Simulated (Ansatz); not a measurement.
Sensitivity of the gradients in GeS with hydrogen replacing S to the input

Cell: a supercell of GeS (space group Pnma) built from a Materials Project structure (computed, not necessarily an observed phase), with all atoms left at the host's positions.

Space group Pm (No. 6); a = 9.0463, b = 10.8094, c = 10.7808 Å.

```csv
site,Wyckoff,site symmetry,x,y,z
Ge1,1b,m,0.1834,0.5000,0.8722
Ge2,1b,m,0.6834,0.5000,0.8722
Ge3,2c,1,0.1834,0.1667,0.8722
Ge4,2c,1,0.6834,0.1667,0.8722
Ge7,2c,1,0.3166,0.3333,0.1278
Ge8,2c,1,0.8166,0.3333,0.1278
Ge9,1a,m,0.3166,0.0000,0.1278
Ge10,1a,m,0.8166,0.0000,0.1278
Ge13,2c,1,0.4334,0.3333,0.6278
Ge14,2c,1,0.9334,0.3333,0.6278
Ge15,1a,m,0.4334,0.0000,0.6278
Ge16,1a,m,0.9334,0.0000,0.6278
Ge19,1b,m,0.0666,0.5000,0.3722
Ge20,1b,m,0.5666,0.5000,0.3722
Ge21,2c,1,0.0666,0.1667,0.3722
Ge22,2c,1,0.5666,0.1667,0.3722
H,1b,m,0.2574,0.5000,0.6548
S26,1b,m,0.7574,0.5000,0.6548
S27,2c,1,0.2574,0.1667,0.6548
S28,2c,1,0.7574,0.1667,0.6548
S31,2c,1,0.2426,0.3333,0.3452
S32,2c,1,0.7426,0.3333,0.3452
S33,1a,m,0.2426,0.0000,0.3452
S34,1a,m,0.7426,0.0000,0.3452
S37,2c,1,0.0074,0.3333,0.8452
S38,2c,1,0.5074,0.3333,0.8452
S39,1a,m,0.0074,0.0000,0.8452
S40,1a,m,0.5074,0.0000,0.8452
S43,1b,m,0.4926,0.5000,0.1548
S44,1b,m,0.9926,0.5000,0.1548
S45,2c,1,0.4926,0.1667,0.1548
S46,2c,1,0.9926,0.1667,0.1548
```

One atom of each set is listed; the run and its k-mesh use a cell of 48 atoms with edges of 10.78, 10.81, 9.05 Å.

Reference run. Method: Kohn–Sham DFT in Ansatz, PBE, plane waves and PAW, scalar-relativistic, 420 eV cutoff, Γ-centred 2×2×2 k-points, Fermi–Dirac smearing 0.01 eV, cell charge +1.

**Question.** The input is changed as follows: `hamiltonian.dispersion`: not typed → d3bjatm; `kpoints.mp_grid.shift`: not typed → [0.5, 0.5, 0.5]; `scf.n_extra_bands`: not typed → 1. What happens to V_zz (10²¹ V/m²) and η?

**Answer.** 

```tsv
site	V_zz reference	η reference	V_zz changed	η changed
Ge1	11.76	0.57	11.57	0.59
Ge13	13.32	0.68	13.29	0.67
Ge14	-8.00	0.35	-8.02	0.32
Ge16	-7.99	0.22	-7.96	0.18
H	-0.037	0.60	-0.037	0.66
S28	-6.31	0.15	-6.16	0.13
S32	-6.52	0.08	-6.39	0.05
S33	-6.43	0.11	-6.34	0.08
S34	-6.79	0.09	-6.75	0.08
S43	-6.61	0.10	-6.49	0.09
S44	-5.98	0.15	-5.98	0.14
S45	-6.54	0.20	-6.47	0.18
```

The largest change of V_zz is on Ge1, from 11.76 to 11.57. In per cent, |V_zz| changes by -2 to 0 on Ge, -2 to 0 on S (all sites that start above 0.5). The table leaves out 20 of the 32 sites, with |V_zz| up to 8.42; their tensors move by 0.22 at most along any direction. The statements above cover all sites. The dispersion term itself leaves the density as it is. SCF iterations: 9 and 10.

On the reference run: The defect repeats with the cell of 48 atoms, so it feels its images: sites between two images don't show the values beside a lone defect, and zeros or small values of η there can come from the images' arrangement. Ge and S carry a gradient in the pure host already, so the values there aren't the defect's effect alone. A uniform background compensates the cell's charge. With a gap of 0.9 eV on this mesh, small gradients can still move by 0.1 × 10²¹ V/m² or more as the k-mesh gets denser. The neighbours have not yet relaxed around the defect (largest force 0.83 eV/Å), so a real crystal will differ.
